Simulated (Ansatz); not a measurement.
HfN (rock salt, Fm-3m), a = b = c = 4.4682 Å, α = β = γ = 90.00°; the cell used has 2 atoms.

Relaxed with LDA.

Decompose the optical modes at the zone centre into irreducible representations, and say which are infrared and Raman allowed.

Point group m-3m: Γ_opt = T1u. Infrared: T1u. Raman: none.

Assign frequencies (DFPT, plane-wave PAW LDA (Ansatz code)).

T1u 515 cm⁻¹.

Symmetry was held in the LDA relaxation; of distortions, only those at the zone centre were tested. The run is not spin-polarised. With an odd number of electrons in the cell and no spin polarisation, the count alone makes it a metal. As this level gives no gap, phonon frequencies hold no LO–TO term and depend on the k-mesh and smearing (Fermi–Dirac, 0.1 eV here). Spin–orbit coupling is left out wherever it is not named.

Potentials: the earlier of the program's two PAW sets.
